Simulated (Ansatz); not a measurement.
Relaxed-ion elastic tensor of MoS2 in space group P-6m2 (No. 187; Mo on 1a, S on 2h) in GPa (Voigt order), r²SCAN+D4 in the plane-wave PAW code Ansatz; density 4.44 g/cm³, 19.95 Å³ per atom.

```
 209  53.3   3.6   0.0   0.0   0.0
53.3   209   3.6   0.0   0.0   0.0
 3.6   3.6  28.1   0.0   0.0   0.0
 0.0   0.0   0.0  -6.0   0.0   0.0
 0.0   0.0   0.0   0.0  -6.0   0.0
 0.0   0.0   0.0   0.0   0.0  77.9
```

Question: Is the crystal mechanically stable?

Answer: No: the smallest eigenvalue of C is -6.0 GPa.

The first step of the workflow began from a Materials Project structure, measured or hypothetical; the Crystallography Open Database copy checked does not list it. It is not the phase usual at ambient conditions (space group No. 160, 194). The cell keeps a stress of up to 0.2 GPa. The r²SCAN+D4 relaxation kept the symmetry of its start. At this level the phase is mechanically unstable. The run is not spin-polarised.

Potentials: the later of the program's two PAW sets.
